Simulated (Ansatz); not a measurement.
ZrN:
Space group P6₃/mmc (No. 194); a = 3.143 Å, b = 3.143 Å, c = 5.407 Å, α = 90.00°, β = 90.00°, γ = 120.00°

```json
[
 {"atom": "Zr", "site": "2c", "symmetry": "-6m2", "x": "0.3333", "y": "0.6667", "z": "0.2500"},
 {"atom": "N", "site": "2a", "symmetry": "-3m.", "x": "0.0000", "y": "0.0000", "z": "0.0000"}
]
```

Relaxed at zero pressure with the program Ansatz at the LDA level (PAW).

Question: The volume is raised by 6 % and shape and atoms relax at that volume. What pressure results, and how do the axes share the change?

Answer: -14.4 GPa; a 2.0 %, b 2.0 %, c 1.9 %; the energy rises by 33 meV/atom.

Question: Give the new structure.

Answer: 
Space group P6₃/mmc (No. 194); a = b = 3.2058 Å, c = 5.5094 Å, α = β = 90.00°, γ = 120.00°

```json
[
 {"atom": "Zr", "site": "2c", "symmetry": "-6m2", "x": "0.3333", "y": "0.6667", "z": "0.2500"},
 {"atom": "N", "site": "2a", "symmetry": "-3m.", "x": "0.0000", "y": "0.0000", "z": "0.0000"}
]
```

The phase is kept; no other phase was compared at this pressure.

Space group P6_3/mmc (NiAs type). The first step of the workflow began from a Materials Project structure, measured or hypothetical; the Crystallography Open Database copy checked does not list it. It is not the phase usual at ambient conditions (space group No. 225). Symmetry was held in the LDA relaxation; of distortions, only those at the zone centre were tested. No spin polarisation was allowed.

Potentials: the later of the program's two PAW sets.
